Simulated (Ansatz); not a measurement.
BaTe₂ in space group I4/mcm (No. 140; Ba on 4a, Te on 8h), r²SCAN in the plane-wave PAW code Ansatz. The conduction-band minimum lies on the Γ–X line, 54 % of the way from Γ, with 4 equivalent valleys. Second derivatives d²E/dk² of the lowest band at one valley (eV·Å²), along Cartesian directions:

| direction | d²E/dk² |
|---|---|
| [100] | 25.43 |
| [010] | 25.57 |
| [001] | 5.942 |
| [110] | 42.71 |
| [101] | 15.69 |
| [011] | 15.76 |

Q: Find the principal effective masses, the density-of-states mass and the conductivity mass.

A: Off-diagonal terms follow from H_xy = H[110] − (H_xx + H_yy)/2, and m*/mₑ = 7.620 eV·Å² over each eigenvalue: 0.18, 0.92, 1.3. One valley's DOS mass (m₁m₂m₃)^(1/3) = 0.59, conductivity mass 3/(Σ 1/mᵢ) = 0.40 mₑ.

Q: What effective density of states Nc follows at 300 K for parabolic valleys?

A: Nc = 2.509e19 × 4 × (0.59)^(3/2) ≈ 4.5e19 cm⁻³.

The workflow started from a Materials Project entry (that database holds measured and hypothetical structures alike); the Crystallography Open Database copy checked does not list it. Its standing as an ambient phase is unchecked. Symmetry was held in the r²SCAN relaxation; whether a distortion lowers the energy is not shown. Scalar-relativistic: spin–orbit coupling is off unless named, which matters more the heavier the elements.

Potentials: the later of the program's two PAW sets.

Edges and masses are those of Kohn–Sham bands, whose gap is no quasiparticle gap.
